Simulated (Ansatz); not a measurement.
Input:

PbSe (rock salt) is sheared across one {100} plane: the third cell vector gains the shift, so faults repeat every 9.3 Å. The cut lies between planes 3.09 Å apart; the cell height is held.

```xyz
6
Lattice="4.3683 0.0000 0.0000 0.0000 4.3683 0.0000 2.1841 2.1841 9.2666" Properties=species:S:1:pos:R:3 pbc="T T T"
Se     1.8201     1.8201     7.7221
Se     1.8201     1.8201     1.5444
Se     4.0043     4.0043     4.6333
Pb     4.0043     4.0043     7.7221
Pb     4.0043     4.0043     1.5444
Pb     1.8201     1.8201     4.6333
```

In-plane vectors a = (4.368, 0.000) Å, b = (0.000, 4.368) Å, area 19.08 Å². The shift is x·a + y·b, and the map repeats with period 1 in x and y. The shift is rigid: no atom relaxes. γ = [E(shift) − E(0)] / area.

All values below come from r2SCAN (plane waves to 500 eV, PAW, scalar-relativistic; Ansatz, an electronic-structure program). k mesh 7×7×7 (Γ-centred), Fermi-Dirac smearing 0.05 eV. Energies are extrapolated to zero smearing. As the smearing reaches across the gap at some points, the k mesh leaves noise in γ, roughly 0.02 J/m² as judged from a few cases. Faults lie only 9.3 Å apart, and holding the cell height and the atoms raises γ above its relaxed value. PbSe was relaxed with its symmetry unable to fall. Spin-orbit coupling is left out, though Pb is heavy. The PAW data are Ansatz's earlier set. γ is measured from zero shift.

The scan covers x from 0.000 to 0.833 in 6 points and y from 0.000 to 0.833 in 6 points.

**Question.** Where does the grid have local minima besides zero shift?

**Answer.** No grid point is one.

**Question.** Stepping between nearest grid points (4 neighbours each), what is the highest γ met on the easiest way from zero shift to the shift a?

**Answer.** 0.43 J/m².

**Question.** Which grid point, or set of equal points, is the highest, and at what γ?

**Answer.** x = 0.500, y = 0.500 (1.05 J/m²).

(The slope of γ gives the shear force per area between the displaced halves; near zero shift its curvature is an elastic stiffness.)
